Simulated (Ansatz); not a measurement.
BN:
```
CELL_PARAMETERS angstrom
      1.24880     0.72100     3.29093
     -1.24880     0.72100     3.29093
      0.00000    -1.44199     3.29093
ATOMIC_POSITIONS crystal
  B  0.99967 0.99967 0.99967
  N  0.33276 0.33276 0.33276
```

Relaxed with r²SCAN+D4. Special points in fractions of this cell's reciprocal vectors: Γ (0.000, 0.000, 0.000); T (0.500, 0.500, 0.500); H2 (0.801, 0.199, 0.500); H0 (0.500, -0.199, 0.199); L (0.500, 0.000, 0.000); S0 (0.349, -0.349, 0.000); S2 (0.651, 0.000, 0.349); F (0.500, 0.000, 0.500).

### Question
List the band energies nearest the valence-band maximum at these points for r²SCAN+D4 (plane waves, PAW; program Ansatz).

### Answer
In eV from the valence-band maximum; about four levels below and three above (degenerate sets whole), none deeper than 8.9 eV; … stands for higher levels left out; points with the same levels are listed once.

```json
[
 {"k": "Γ", "below": "-4.26 -1.36 -1.36", "above": "5.64 …"},
 {"k": "T", "below": "-6.50 -1.39 -1.39", "above": "11.14 …"},
 {"k": "H2", "below": "-8.30 -7.23 -0.50", "above": "5.40 13.11 …"},
 {"k": "L", "below": "-4.27 -0.63", "above": "5.89 10.65 …"},
 {"k": "S0", "below": "-8.27 -7.44 -0.20", "above": "5.20 13.06 …"},
 {"k": "F", "below": "-4.35 -1.31", "above": "4.69 10.58 …"}
]
```

Space group R3m. The first step of the workflow began from a Materials Project structure, measured or hypothetical; the Crystallography Open Database copy checked does not list it. It is not the phase usual at ambient conditions (space group No. 186, 194, 216). The r²SCAN+D4 relaxation kept the symmetry of its start; its stability against distortions is not shown here.

Potentials: the earlier of the program's two PAW sets. The files were generated under PBE; for other functionals the program regenerates the frozen cores, and for LDA and PBEsol the local potential too.
